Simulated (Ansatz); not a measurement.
CsGeBr3:
```cif
data_Br3CsGe
_chemical_formula_sum 'Cs1 Ge1 Br3'
_space_group_name_H-M_alt 'Pm-3m'
_space_group_IT_number 221
_space_group_name_Hall '-P 4 2 3'
_cell_length_a 5.53333
_cell_length_b 5.53333
_cell_length_c 5.53333
_cell_angle_alpha 90.000
_cell_angle_beta 90.000
_cell_angle_gamma 90.000
loop_
_atom_site_label
_atom_site_type_symbol
_atom_site_symmetry_multiplicity
_atom_site_Wyckoff_symbol
_atom_site_fract_x
_atom_site_fract_y
_atom_site_fract_z
_atom_site_occupancy
Cs1 Cs 1 a 0.00000 0.00000 0.00000 1
Ge1 Ge 1 b 0.50000 0.50000 0.50000 1
Br1 Br 3 c 0.00000 0.50000 0.50000 1
```

Relaxed with r²SCAN.

### Question
Which orbitals make up the states near the band edges in plane-wave PAW r²SCAN (Ansatz code)?

### Answer
Top 1 eV of the valence band: Br 4p 53 %, Ge 4s 29 %, Ge 4p 14 %. Bottom 1 eV of the conduction band: Ge 4p 76 %, Br 4p 9 %, Br 4s 9 %. Projections are on Löwdin-orthogonalised atomic valence shells; empty p or d shells of many metals are not among them.

### Question
Tabulate the density of states.

### Answer
States/eV per cell of 5 atoms, in 0.25 eV bins, energy from the valence-band maximum.

```tsv
E (eV)	total	Br 4p	Ge 4p	Cs 6s
-7.85	0.24	0.04	0.01	0.00
-7.60	0.11	0.01	0.00	0.00
-7.35	0.01	0.00	0.00	0.00
-7.10	0.00	0.00	0.00	0.00
-6.85	0.00	0.00	0.00	0.00
-6.60	0.00	0.00	0.00	0.00
-6.35	0.00	0.00	0.00	0.00
-6.10	0.00	0.00	0.00	0.00
-5.85	0.00	0.00	0.00	0.00
-5.60	0.34	0.23	0.10	0.00
-5.35	3.83	2.60	1.18	0.00
-5.10	3.23	2.20	0.93	0.00
-4.85	1.94	1.35	0.50	0.00
-4.60	1.92	1.37	0.44	0.00
-4.35	2.31	1.71	0.42	0.03
-4.10	3.60	2.91	0.31	0.16
-3.85	6.03	5.23	0.32	0.22
-3.60	3.25	3.02	0.11	0.00
-3.35	7.44	7.10	0.14	0.00
-3.10	6.64	6.48	0.04	0.00
-2.85	11.06	10.68	0.15	0.01
-2.60	9.46	9.09	0.13	0.02
-2.35	5.34	5.08	0.08	0.01
-2.10	1.44	1.04	0.10	0.01
-1.85	1.48	0.99	0.12	0.01
-1.60	1.08	0.66	0.12	0.00
-1.35	0.84	0.49	0.10	0.00
-1.10	0.51	0.29	0.06	0.00
-0.85	0.18	0.10	0.03	0.00
-0.60	0.07	0.04	0.01	0.00
-0.35	0.02	0.01	0.00	0.00
-0.10	0.00	0.00	0.00	0.00
0.15	0.00	0.00	0.00	0.00
0.40	0.00	0.00	0.00	0.00
0.65	0.03	0.00	0.02	0.00
0.90	0.35	0.01	0.28	0.00
1.15	0.92	0.07	0.72	0.00
1.40	1.54	0.15	1.16	0.01
1.65	1.94	0.25	1.42	0.02
1.90	1.80	0.28	1.26	0.01
2.15	1.13	0.20	0.77	0.01
2.40	1.01	0.20	0.67	0.00
2.65	1.01	0.22	0.67	0.00
2.90	1.02	0.23	0.66	0.00
3.15	1.29	0.31	0.82	0.00
3.40	1.36	0.34	0.84	0.02
3.65	1.41	0.31	0.72	0.18
3.90	1.23	0.26	0.56	0.21
4.15	1.41	0.25	0.54	0.12
4.40	2.68	0.45	0.93	0.35
4.65	3.38	0.61	1.24	0.29
4.90	5.24	0.71	1.36	0.57
5.15	5.95	0.41	0.62	1.23
5.40	6.97	0.20	0.23	0.91
```

The first step of the workflow began from a Materials Project structure, measured or hypothetical; the Crystallography Open Database copy checked does not list it. Its standing as an ambient phase is unchecked. The r²SCAN relaxation kept the symmetry of its start; its stability against distortions is not shown here. Spin–orbit coupling is left out wherever it is not named.

Potentials: the later of the program's two PAW sets.
